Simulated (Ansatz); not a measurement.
**TaRu₃, first-principles data**

TaRu3:
```yaml
crystal:
  lattice:
    - [3.85429, 0.00000, 0.00000]
    - [0.00000, 3.85429, 0.00000]
    - [0.00000, 0.00000, 3.85429]
  atoms:
    - { symbol: Ta, position: [0.50000, 0.50000, 0.50000] }
    - { symbol: Ru, position: [0.50000, 0.00000, 0.00000] }
    - { symbol: Ru, position: [0.00000, 0.50000, 0.00000] }
    - { symbol: Ru, position: [0.00000, 0.00000, 0.50000] }
```

Space group Pm-3m (No. 221), Cu3Au type; conventional cell a = b = c = 3.8543 Å, α = β = γ = 90.00°.

Method: DFT-PBEsol in the program Ansatz with PAW potentials. Structure relaxed to zero pressure with the same functional. Other levels are named where they apply.

**Cell and energy**

```
Property                                                      Result
-----------------------------------------------------  -------------
Volume per atom                                             14.31 Å³
Density                                                  14.04 g/cm³
Formation energy from the elements (no fitted shifts)  -0.18 eV/atom
```

**Electronic structure**

```
Property                                                                    Value
------------------------------------  -------------------------------------------
Electronic character                                            metallic (no gap)
Density of states at the Fermi level  1.1 states/eV per atom (mean over ±0.08 eV)
Gap with spin–orbit coupling                                      none (metallic)
```

**Mechanics**

```
Property                                                                       Value
--------------------------------------------  --------------------------------------
Bulk modulus (Birch–Murnaghan fit)                                           304 GPa
Pressure derivative B′                                                           4.5
Elastic constants (relaxed ions, GPa)                C11 = 433, C12 = 240, C44 = 191
Mechanical stability                          stable (all eigenvalues of C positive)
Hill bulk and shear moduli                                           305 and 145 GPa
Young's modulus                                                              375 GPa
Poisson's ratio                                                                 0.29
Debye temperature from the elastic constants                                   440 K
```

**Phonons**

```
Item                                            Value
-----------------------------  ----------------------
Highest zone-centre frequency                213 cm⁻¹
Zone-centre stability          no imaginary mode at Γ
```

The first step of the workflow began from a Materials Project structure, measured or hypothetical; the Crystallography Open Database copy checked does not list it. Whether it is the stable phase at ambient conditions was not checked. The PBEsol relaxation kept the symmetry of its start. No spin polarisation was allowed. As this level gives no gap, shear constants depend on the k-mesh and smearing (Fermi–Dirac, 0.1 eV here). As this level gives no gap, phonon frequencies hold no LO–TO term and depend on the k-mesh and smearing (Fermi–Dirac, 0.1 eV here). The references are the lowest solids computed at this level, not always the standard phases. Scalar-relativistic: spin–orbit coupling is off unless named, which matters more the heavier the elements.

Potentials: the later of the program's two PAW sets.
